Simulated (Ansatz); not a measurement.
The start is a relaxed HfO2 cell, doubled along one cell vector, shaken by Gaussian noise of σ = 0.08 Å a coordinate. Cell shape, volume and atoms are optimised at zero target pressure with PBEsol (plane waves to 420 eV, PAW, scalar-relativistic; Ansatz, a quantum-chemistry and plane-wave program). The first steps use a coarse 6×6×2 k-mesh.

The start:
```yaml
crystal:
  lattice:
    - [4.22030, 0.00000, 0.00000]
    - [0.00000, 4.22030, 0.00000]
    - [0.00000, 0.00000, 11.74138]
  atoms:
    - { symbol: Hf, position: [0.00734, 0.94746, 0.37533] }
    - { symbol: Hf, position: [0.96519, 0.03912, 0.87532] }
    - { symbol: Hf, position: [0.02100, 0.96742, 0.13054] }
    - { symbol: Hf, position: [0.98709, 0.00949, 0.62620] }
    - { symbol: O, position: [0.76123, 0.77094, 0.00276] }
    - { symbol: O, position: [0.77029, 0.76419, 0.50216] }
    - { symbol: O, position: [0.23554, 0.18862, 0.99764] }
    - { symbol: O, position: [0.20605, 0.25441, 0.49398] }
    - { symbol: O, position: [0.76143, 0.21092, 0.25684] }
    - { symbol: O, position: [0.78142, 0.23206, 0.74315] }
    - { symbol: O, position: [0.20701, 0.79610, 0.25957] }
    - { symbol: O, position: [0.22496, 0.75920, 0.74504] }
```

Task: By how much does the energy per atom fall from start to end?

Result: About 1.0 eV/atom.

Task: How does the volume per atom move from start to end?

Result: -34.2 %, from 17.43 to 11.47 Å³/atom.

Task: Is the parent structure recovered?

Result: It does not go back: it reaches P2₁/m (No. 11), 806 meV/atom below the parent.

Task: How do the shortest distances between atoms change?

Result: The closest pairs of elements (up to four, under 3.6 Å), start → end: Hf–O 1.72 → 2.05 Å; O–O 2.57 → 2.49 Å; Hf–Hf 2.88 → 3.35 Å.

Task: What band gap does the relaxed structure have at this level?

Result: 4.84 eV, direct within 0.03 eV (at Γ) (no spin-orbit coupling).

Task: What does it relax into? Give the structure.

Result: 
```cif
data_Hf2O4
_chemical_formula_sum 'Hf2 O4'
_space_group_name_H-M_alt 'P21/m'
_space_group_IT_number 11
_space_group_name_Hall '-P 2yb'
_cell_length_a 3.83307
_cell_length_b 3.43955
_cell_length_c 5.39455
_cell_angle_alpha 90.000
_cell_angle_beta 104.573
_cell_angle_gamma 90.000
loop_
_atom_site_label
_atom_site_type_symbol
_atom_site_symmetry_multiplicity
_atom_site_Wyckoff_symbol
_atom_site_fract_x
_atom_site_fract_y
_atom_site_fract_z
_atom_site_occupancy
Hf1 Hf 2 e 0.33372 0.75000 0.23002 1
O1 O 2 e 0.23451 0.25000 0.93585 1
O2 O 2 e 0.26423 0.25000 0.41996 1
```

Final values are on a 9×10×7 k-mesh of the relaxed cell. The start holds a very short contact (O–Hf 1.72 Å). No spin polarisation in the result.

The relaxed structure here is a generated cell of HfO2: the first start was made by a random draw of sites in a space group, and the end was not matched to a known phase here, so it may be hypothetical. Known forms of HfO2 include space group No. 14, 29, 137, 225.
